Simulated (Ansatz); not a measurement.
VPt:
```
CELL_PARAMETERS angstrom
      2.66990     0.00000     0.00000
      0.00000     2.66990     0.00000
      0.00000     0.00000     3.86537
ATOMIC_POSITIONS crystal
  Pt 0.00000 0.00000 0.00000
  V  0.50000 0.50000 0.50000
```

Relaxed with PBEsol. Special points in fractions of this cell's reciprocal vectors: Γ (0.000, 0.000, 0.000); X (0.000, 0.500, 0.000); M (0.500, 0.500, 0.000); Z (0.000, 0.000, 0.500); R (0.000, 0.500, 0.500); A (0.500, 0.500, 0.500).

### Question
List the band energies nearest the Fermi level at these points for PBEsol with spin–orbit coupling (plane waves, PAW; program Ansatz).

### Answer
In eV from the Fermi level; about four levels below and three above (degenerate sets whole), none deeper than 8.9 eV; points with the same levels are listed once.

```json
[
 {"k": "Γ", "below": "-1.32 -1.32 -1.00 -1.00", "above": "0.18 0.18 1.80 1.80"},
 {"k": "X", "below": "-1.79 -1.79 -1.27 -1.27", "above": "0.73 0.73 1.36 1.36"},
 {"k": "M", "below": "-5.83 -5.83 -5.55 -5.55", "above": "0.35 0.35 0.87 0.87"},
 {"k": "Z", "below": "-0.96 -0.96 -0.22 -0.22", "above": "0.92 0.92 1.01 1.01"},
 {"k": "R", "below": "-0.88 -0.88 -0.81 -0.81", "above": "0.21 0.21 0.78 0.78"},
 {"k": "A", "below": "-1.97 -1.97 -1.59 -1.59", "above": "0.45 0.45 0.96 0.96"}
]
```

Space group P4/mmm (L1₀ or tetragonal B2). The workflow started from an entry of the Crystallography Open Database (COD). Whether it is the stable phase at ambient conditions was not checked. Symmetry was held in the PBEsol relaxation; of distortions, only those at the zone centre were tested. The workflow began spin-polarised and lost its moments.

Potentials: the later of the program's two PAW sets.
